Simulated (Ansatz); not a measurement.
CsCl:
```xyz
2
Lattice="4.2061 0.0000 0.0000 0.0000 4.2061 0.0000 0.0000 0.0000 4.2061" Properties=species:S:1:pos:R:3 pbc="T T T"
Cs     0.0000     0.0000     0.0000
Cl     2.1030     2.1030     2.1030
```

Relaxed with PBE.

Task: Give the Bader charges and basin volumes of the independent atoms, plane-wave PAW PBE (Ansatz code).

Result: 

| atom | Bader charge (e) | Bader volume (Å³) |
|---|---|---|
| Cs1 | +0.84 | 37.5 |
| Cl2 | -0.84 | 36.9 |

Space group Pm-3m (CsCl type). The PBE relaxation kept the symmetry of its start. Spin–orbit coupling is left out wherever it is not named.

Potentials: the later of the program's two PAW sets.
